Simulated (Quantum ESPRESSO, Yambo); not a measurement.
Sr₂RuH₆: DFT and GW levels

```cif
data_H24Ru4Sr8
_chemical_formula_sum 'H24 Sr8 Ru4'
_space_group_name_H-M_alt 'Fm-3m'
_space_group_IT_number 225
_space_group_name_Hall '-F 4 2 3'
_cell_length_a 7.59974
_cell_length_b 7.59974
_cell_length_c 7.59974
_cell_angle_alpha 90.000
_cell_angle_beta 90.000
_cell_angle_gamma 90.000
loop_
_atom_site_label
_atom_site_type_symbol
_atom_site_symmetry_multiplicity
_atom_site_Wyckoff_symbol
_atom_site_fract_x
_atom_site_fract_y
_atom_site_fract_z
_atom_site_occupancy
H1 H 24 e 0.00000 0.00000 0.22592 1
Sr1 Sr 8 c 0.25000 0.25000 0.25000 1
Ru1 Ru 4 a 0.00000 0.00000 0.00000 1
```
(The calculation used a cell of 9 atoms; values per cell refer to that cell.)

The geometry is that of Materials Project entry mp-24292, symmetrised and not relaxed again.

Starting point: PBEsol (Quantum ESPRESSO, PseudoDojo norm-conserving, 84 Ry, no spin-orbit coupling). G0W0 in Yambo: 4×4×4 Γ-centred k mesh, bands 5 to 159 and a 7 Ry block in the screening, 159 bands in G with the Bruneval-Gonze terminator, plasmon pole fitted at 27.2 eV.

The PBEsol gap along the band path is 2.11 eV and the PBEsol gap between the mesh's edge points (Γ → X) is 2.11 eV. The G0W0 gap between the same points is 3.44 eV and the PBEsol smallest direct gap on the mesh (at X) is 2.17 eV. The G0W0 direct gap at that point is 3.47 eV.

```tsv
k point	band	E PBEsol (eV)	E QP (eV)	shift (eV)	Z
Γ	VB	0.00	-0.50	-0.50	0.78
Γ	CB	3.76	4.86	1.10	0.82
X	VB	-0.06	-0.53	-0.47	0.78
X	CB	2.11	2.94	0.83	0.82
```

Energies count from the PBEsol valence-band maximum.

Nearest settings tried, and what they do to the gap: 123 bands in W, 123 bands in G: -5 meV; 6 Ry block (181 vectors against 283): -21 meV; 2×2×2 mesh: -58 meV. So the settings aren't converged at that level.

Spin-orbit splittings are left out.
